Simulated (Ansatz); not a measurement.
Input and command of a plane-wave DFT calculation in Ansatz:

```yaml
crystal:
  lattice:
    - [3.1889304, 0.0, 0.0]
    - [-1.5944652, 2.76169474, 0.0]
    - [0.0, 0.0, 5.19235725]
  atoms:
    - { symbol: Ga, position: [0.66666667, 0.33333333, 0.49908371] }
    - { symbol: Ga, position: [0.33333333, 0.66666667, 0.99908371] }
    - { symbol: "N", position: [0.66666667, 0.33333333, 0.87591629] }
    - { symbol: "N", position: [0.33333333, 0.66666667, 0.37591629] }
basis:
  ecutwfc: 420
kpoints:
  mp_grid: { grid: [12, 12, 6] }
hamiltonian:
  xc: pbe
scf:
  occupations: { method: gaussian, width: 0.02 }
output:
  forces: true
  stress: true
  eigenvalues: true
relax:
  adjacent_minimum: "off"
  f_tol: 0.005
  max_steps: 80
  cell: { stress_tol: 0.05 }
```

```bash
ansatz run input.yaml --threads 8 --pin off --max-ram 20480MiB --backend cpu --events-out ev --progress --plain --runs-dir out
```

Processor: Intel(R) Xeon(R) Processor @ 2.50GHz (Skylake/Cascade Lake), 8 threads, on a host shared with other jobs.

Task: How long does it run, and how much memory does it take?

Result: About 18 s on 8 threads of Intel(R) Xeon(R) Processor @ 2.50GHz (Skylake/Cascade Lake) (shared host), peak memory 0.55 GiB. It solves 22 bands at 76 k points (the mesh reduced by the symmetry that the task leaves, which can be less than the crystal's) with about 941 plane waves (on the last cell), in 37 SCF iterations over 7 ionic steps.
